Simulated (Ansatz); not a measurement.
WSe2 in space group P6_3/mmc (No. 194; W on 2c, Se on 4f), plane-wave PAW LDA (Ansatz code). The conduction-band minimum lies on the K–Γ line, 45 % of the way from K, with 6 equivalent valleys. Second derivatives d²E/dk² of the lowest band at one valley (eV·Å²), along Cartesian directions:

```
direction  d²E/dk²
---------  -------
[100]        16.06
[010]        17.53
[001]        19.69
[110]        18.07
[101]        17.88
[011]        18.61
```

Find the principal effective masses, the density-of-states mass and the conductivity mass.

Off-diagonal terms follow from H_xy = H[110] − (H_xx + H_yy)/2, and m*/mₑ = 7.620 eV·Å² over each eigenvalue: 0.39, 0.42, 0.50. One valley's DOS mass (m₁m₂m₃)^(1/3) = 0.43, conductivity mass 3/(Σ 1/mᵢ) = 0.43 mₑ.

What effective density of states Nc follows at 300 K for parabolic valleys?

Nc = 2.509e19 × 6 × (0.43)^(3/2) ≈ 4.2e19 cm⁻³.

With the computed static dielectric constant 13.1 (mean of the diagonal), estimate a hydrogenic donor's binding energy and radius.

E = 13.606 eV × 0.43/13.1² ≈ 34 meV; a = 0.529 Å × ε/m* ≈ 16 Å. Semilocal masses tend to be too small where the gap is.

Symmetry was held in the LDA relaxation; phonons on a q-mesh show no instability. No spin polarisation was allowed. A crystal of weakly bound layers computed without a dispersion correction: the cell and the soft elastic constants depend strongly on that. Scalar-relativistic: spin–orbit coupling is off unless named, which matters more the heavier the elements.

Potentials: the earlier of the program's two PAW sets.
